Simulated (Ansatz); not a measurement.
NaLiICl: energy along a strain

NaLiICl, P4/mmm, a = 4.092 Å, c = 6.215 Å (as given, not relaxed at this level: -1.0 GPa). The structure is a Materials Project entry; whether it is the stable form wasn't checked. Ansatz: PBEsol, PAW, 420 eV, Γ-centred 6×6×4 mesh on 4 atoms, Gaussian smearing 0.05 eV; no spin polarisation. Cell vectors (Å): 4.092 0.000 0.000; 0.000 4.092 0.000; 0.000 0.000 6.215. The cell is strained by x per cent times the pattern (1 -1 0 0 0 0) in the order xx yy zz yz xz xy (engineering shears), with fractional coordinates held. y is the free energy over the start, V0 = 26.014 Å³/atom. Symmetry makes y even in x.

| x (%) | y (meV/atom) |
| --- | --- |
| -6.00 | 18.13 |
| -3.00 | 4.43 |
| 0.00 | 0.00 |
| 0.75 | 0.27 |
| 1.50 | 1.10 |
| 2.25 | ? |
| 3.75 | 6.96 |
| 4.50 | 10.07 |
| 5.25 | 13.79 |

Fit y = c2 x² + c4 x⁴ to the other rows, get the stiffness along the pattern, and predict the missing energy.

Least squares on the rows shown. y = 0.48906 x² + 0.00040524 x⁴. The clamped-ion stiffness p·C·p = 2 × 4.891 eV × 160.2 / 26.014 Å³ = 60 GPa (second derivative at the start, which stands under stress). At x = 2.25 the fit asked for gives 2.49 meV/atom. The run gave 2.49 meV/atom, the same to the digits shown.